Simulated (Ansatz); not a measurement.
Relaxed-ion elastic tensor of SiO2 in space group P4_32_12 (No. 96; Si on 4a, O on 8b) in GPa (Voigt order), the program Ansatz at the r²SCAN level (PAW); density 2.32 g/cm³, 14.31 Å³ per atom.

```csv
,1,2,3,4,5,6
1,58.1,4.4,-8.8,0.0,0.0,0.0
2,4.4,58.1,-8.8,0.0,0.0,0.0
3,-8.8,-8.8,46.8,0.0,0.0,0.0
4,0.0,0.0,0.0,75.1,0.0,0.0
5,0.0,0.0,0.0,0.0,75.1,0.0
6,0.0,0.0,0.0,0.0,0.0,27.7
```

Is the crystal mechanically stable?

Yes: the smallest eigenvalue of C is 27.7 GPa.

Work out the Voigt, Reuss and Hill averages.

K_V = 15.2, K_R = 14.5, K_H = 14.8; G_V = 47.3, G_R = 37.7, G_H = 42.5 GPa.

Give Young's modulus, Poisson's ratio, Pugh's ratio and the universal anisotropy index.

E = 9KG/(3K + G) = 65.2 GPa; ν = -0.23; K/G = 0.35 (brittle by the Pugh limit of 1.75); A_U = 5G_V/G_R + K_V/K_R − 6 = 1.33.

Estimate the sound speeds and the Debye temperature.

v_l = √((K + 4G/3)/ρ) = 5550 m/s, v_t = √(G/ρ) = 4280 m/s, mean 4570 m/s; Θ = (h/k)(3n/4πV)^(1/3) v_m = 560 K.

How much does each axis shrink under pressure?

Linear compressibilities β_i = Σ_j S_ij (j = 1 to 3): x 20, y 20, z 29 per TPa.

The first step of the workflow began from a Materials Project structure, measured or hypothetical; the Crystallography Open Database files this formula in space group No. 96, but the cells were not matched. It is not the phase usual at ambient conditions (space group No. 92, 152, 154). Symmetry was held in the r²SCAN relaxation; of distortions, only those at the zone centre were tested.

Potentials: the earlier of the program's two PAW sets.
